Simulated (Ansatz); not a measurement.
Ge2Sb2Te5:
```cif
data_Ge2Sb2Te5
_chemical_formula_sum 'Ge2 Sb2 Te5'
_space_group_name_H-M_alt 'P-3m1'
_space_group_IT_number 164
_space_group_name_Hall '-P 3 2"'
_cell_length_a 4.17714
_cell_length_b 4.17714
_cell_length_c 16.88213
_cell_angle_alpha 90.000
_cell_angle_beta 90.000
_cell_angle_gamma 120.000
loop_
_atom_site_label
_atom_site_type_symbol
_atom_site_symmetry_multiplicity
_atom_site_Wyckoff_symbol
_atom_site_fract_x
_atom_site_fract_y
_atom_site_fract_z
_atom_site_occupancy
Ge1 Ge 2 c 0.00000 0.00000 0.33908 1
Sb1 Sb 2 d 0.33333 0.66667 0.11729 1
Te1 Te 1 a 0.00000 0.00000 0.00000 1
Te2 Te 2 d 0.66667 0.33333 0.22041 1
Te3 Te 2 d 0.33333 0.66667 0.42218 1
```

Relaxed with LDA.

Question: Decompose the optical modes at the zone centre into irreducible representations, and say which are infrared and Raman allowed.

Answer: Point group -3m: Γ_opt = 4A1g + 4A2u + 4Eg + 4Eu. Infrared: A2u, Eu. Raman: A1g, Eg.

Question: Assign frequencies (DFPT, LDA in the plane-wave PAW code Ansatz).

Answer: Eg 38, Eu 41, A1g 53, A2u 55, Eg 60, A1g 82, Eu 94, Eg 99, Eu 104, A2u 115, Eu 145, Eg 147, A2u 151, A1g 162, A1g 181, A2u 183 cm⁻¹.

Symmetry was held in the LDA relaxation. A crystal of weakly bound layers computed without a dispersion correction: the cell and the soft elastic constants depend strongly on that. A small band overlap can be real or an error of a semilocal functional. As this level gives no gap, phonon frequencies hold no LO–TO term and depend on the k-mesh and smearing (Fermi–Dirac, 0.1 eV here). Scalar-relativistic: spin–orbit coupling is off unless named, which matters more the heavier the elements.

Potentials: the later of the program's two PAW sets.
